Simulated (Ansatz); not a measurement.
# How the vibrations of YHg2 change with volume

These are results of Ansatz 0.2.0, DFT LDA, scalar-relativistic, plane waves, PAW, not measurements. Settings: 420 eV plane-wave cutoff, Γ-centred 12×12×12 mesh, Fermi-Dirac smearing of 0.15 eV. No spin polarisation. Phonons by linear response, acoustic sum rule imposed.

Equilibrium structure at this level:
```
CELL_PARAMETERS angstrom
4.79025 0.00000 0.00000
-2.39513 4.14848 0.00000
0.00000 0.00000 3.35749
ATOMIC_POSITIONS crystal
Y 0.00000 0.00000 0.00000
Hg 0.33333 0.66667 0.50000
Hg 0.66667 0.33333 0.50000
```

In a metal, frequencies depend on the k mesh and the smearing, soft modes most. Spin–orbit coupling is left out, which can shift energies with elements as heavy as these.

Cells at 0.98 and 1.02 times the equilibrium volume were relaxed in shape and atoms; γ = −d ln ν / d ln V, modes matched by rank.

(1) Give the optical frequencies at Γ (cm⁻¹) at the three volumes and the mode Grüneisen parameters.

(2) What pressures hold the two strained cells, and what bulk modulus follows?

Answers

(1)
```tsv
0.98 V	V	1.02 V	γ	degeneracy
46	43	41	2.81	1
106	101	96	2.30	1
128	121	115	2.71	2
145	142	138	1.37	2
```

(2) 1.64 GPa at 0.98 V and -1.47 GPa at 1.02 V, so B = −dP/d ln V ≈ 78 GPa.